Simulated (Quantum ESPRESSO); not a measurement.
# How NMR parameters follow strain in BaTiO$_{3}$ (Pm-3m)

```xyz
5
Lattice="4.0077 0.0000 0.0000 0.0000 4.0077 0.0000 0.0000 0.0000 4.0077" Properties=species:S:1:pos:R:3 pbc="T T T"
Ba     2.0038     2.0038     2.0038
Ti     0.0000     0.0000     0.0000
O      2.0038     0.0000     0.0000
O      0.0000     2.0038     0.0000
O      0.0000     0.0000     2.0038
```
Geometry: a computed entry of the Materials Project; it was not checked against measured cells. It is BaTiO3 in Pm-3m. Stability against distortions was not tested. The run has no spin polarisation.

Isotropic strain: all lattice vectors are scaled together, so the volume changes by about three times as much; fractional positions kept.

Method: shieldings by GIPAW with PBE in a modified build of Quantum ESPRESSO, on JTH PAW datasets, 22.5 Ha, k-mesh 7×7×7 shifted, f-sum rule met within 0.01 %. Values are those of the named site's first atom. These are absolute shieldings with no macroscopic susceptibility term; δ = σ_ref − σ needs a reference computed alike. In our sweeps, cutoffs and meshes of this size left a few ppm, and up to some 20 ppm on atoms from Zn on. No spin–orbit coupling; Ba is the heaviest element present. The structure is static (0 K, no zero-point motion).

```tsv
lattice scale factor	σ_iso Ba (ppm)	σ_iso Ti (ppm)	σ_iso O (ppm)
0.98	4668.9	-320.6	-334.3
1	4785.6	-398.1	-365.0
1.02	4889.8	-490.0	-400.0
```
